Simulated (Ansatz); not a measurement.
An Ansatz run on a 12-atom cell of Ba3CaF8 built on the fluorite structure (relaxed group Cmmm) left the output below. The geometry is the r2SCAN minimum.

The cell:
```xyz
12
Lattice="4.2282 -6.0378 0.0000 4.2282 6.0378 0.0000 0.0000 0.0000 4.2688" Properties=species:S:1:pos:R:3 pbc="T T T"
Ba    2.1141    3.0189    0.0000
F     2.2806   -1.4261    2.1344
F     2.2806    1.4261    2.1344
Ca    4.2282    0.0000    2.1344
F     4.2282   -4.5300    0.0000
F     4.2282   -1.3605    0.0000
Ba    0.0000    0.0000    2.1344
F     4.2282    1.3605    0.0000
F     4.2282    4.5300    0.0000
Ba    2.1141   -3.0189    0.0000
F     6.1758   -1.4261    2.1344
F     6.1758    1.4261    2.1344
```

What the program printed (shortened):
```
Crystal: 12 atoms, lattice volume = 217.955 Å³
Basis set: ecut = 500 eV, 5539 PW (Γ)
Bands: 60, of which v1, the nominal top of the filled ones, is band 48 counted from 1 (47 counted from 0)
Symmetry: 8 space group operations
k-points: 52 of 96 (irreducible under 1 space group operation, time reversal used)
preconditioner: auto → Resta (q_TF=auto, 2.380 Å⁻¹)  ε∞=2.8  [insulator: Δε(μ)=7.052 eV  ℏωp=24.4 eV]
SCF 1 converged in 10 iterations: F = -26219.748553 eV  dr2 = 9.15e-11
SCF converged after 10 iterations
Free energy (F): -26219.748553 eV
Fermi energy:    3.238189 eV
--- Dielectric response (ions clamped): 3 representative field directions + reference, on 52 of 96 k-points ---
  ε∞ (high-frequency dielectric tensor):
        2.270686     0.000000     0.000000
        0.000000     2.269979     0.000000
        0.000000     0.000000     2.260125
  Born effective charges Z* (e; rows j = field, columns β = displacement):
    site 0:
         2.58655    0.00942    0.00000
         0.01205    2.62720    0.00000
         0.00000    0.00000    2.51514
    site 1:
        -1.24304    0.01800    0.00000
         0.02237   -1.26614    0.00000
         0.00000    0.00000   -1.27926
    site 2:
        -1.24304   -0.01800    0.00000
        -0.02237   -1.26614    0.00000
         0.00000    0.00000   -1.27926
    site 3:
         2.44578    0.00000    0.00000
         0.00000    2.40463    0.00000
         0.00000    0.00000    2.32859
    site 4:
        -1.30590    0.00000    0.00000
         0.00000   -1.31682    0.00000
         0.00000    0.00000   -1.31739
    site 5:
        -1.30648    0.00000    0.00000
         0.00000   -1.25241    0.00000
         0.00000    0.00000   -1.14695
    site 6:
         2.57806    0.00000    0.00000
         0.00000    2.54400    0.00000
         0.00000    0.00000    2.68684
    site 7:
        -1.30648    0.00000    0.00000
         0.00000   -1.25241    0.00000
         0.00000    0.00000   -1.14695
    site 8:
        -1.30590    0.00000    0.00000
         0.00000   -1.31682    0.00000
         0.00000    0.00000   -1.31739
    site 9:
         2.58655   -0.00942    0.00000
        -0.01205    2.62720    0.00000
         0.00000    0.00000    2.51514
    site 10:
        -1.24304   -0.01800    0.00000
        -0.02237   -1.26614    0.00000
         0.00000    0.00000   -1.27926
    site 11:
        -1.24304    0.01800    0.00000
         0.02237   -1.26614    0.00000
         0.00000    0.00000   -1.27926
```

Task: Which of these blocks stood in the input: relax, gw, phonons, dielectric, magnetization (spin_orbit)?

Result: dielectric. A response with clamped ions alone is the dielectric block.

Task: Which k mesh was typed?

Result: 4×4×6, Γ-centred. Other answers can fit too; this one was computed.

Task: How were the bands filled?

Result: Fixed occupations.

Task: Which functional?

Result: r2SCAN. The cutoff of 500 eV is the one that these potentials recommend for a meta-GGA. There is no exchange loop, so no exact exchange. The lines shown narrow the functional down without fixing it; this is the one that was run.

It took 81 s on 1 × NVIDIA H100 80GB HBM3 with 2 threads of AMD EPYC 7R13 Processor (Zen 3), with other jobs on the host; peak host memory 4.4 GiB.

The structure was generated, not taken from experiment, and needn't be the ground state; spin polarisation is off.

For a response run the program warns that the ground state's bands aren't all converged, so ε∞ carries an extra error.
